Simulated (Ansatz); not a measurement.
CdAu3:
Space group Pm-3m (No. 221); a = b = c = 4.121 Å, α = β = γ = 90.00°

```
atom  site  symmetry       x       y       z
----  ----  --------  ------  ------  ------
Au      3c    4/mm.m  0.0000  0.5000  0.5000
Cd      1a      m-3m  0.0000  0.0000  0.0000
```

Relaxed with PBEsol.

Q: Tabulate the valence density and the electron localisation function along the shortest Au–Au contact (2.91 Å), PBEsol (plane waves, PAW; program Ansatz).

A: 

| distance from Au (Å) | density (e/Å³) | ELF |
|---|---|---|
| 0.29 | 11.64 | 0.68 |
| 0.44 | 8.69 | 0.61 |
| 0.58 | 5.82 | 0.56 |
| 0.73 | 3.37 | 0.50 |
| 0.87 | 1.54 | 0.42 |
| 1.02 | 0.73 | 0.32 |
| 1.17 | 0.45 | 0.26 |
| 1.31 | 0.31 | 0.23 |
| 1.46 | 0.28 | 0.22 |
| 1.60 | 0.31 | 0.23 |
| 1.75 | 0.45 | 0.26 |
| 1.89 | 0.73 | 0.32 |
| 2.04 | 1.54 | 0.42 |
| 2.19 | 3.37 | 0.50 |
| 2.33 | 5.82 | 0.56 |
| 2.48 | 8.69 | 0.61 |
| 2.62 | 11.64 | 0.68 |

The density is the valence pseudo-density with augmentation charge, so density and ELF within about 1 Å of a nucleus are not all-electron values.

The workflow started from an entry of the Crystallography Open Database (COD); the relaxed space group is not among those it files for this formula. COD files the formula under space group No. 123. Whether it is the stable phase at ambient conditions was not checked. Symmetry was held in the PBEsol relaxation; whether a distortion lowers the energy is not shown. Scalar-relativistic: spin–orbit coupling is off unless named, which matters more the heavier the elements.

Potentials: the later of the program's two PAW sets.
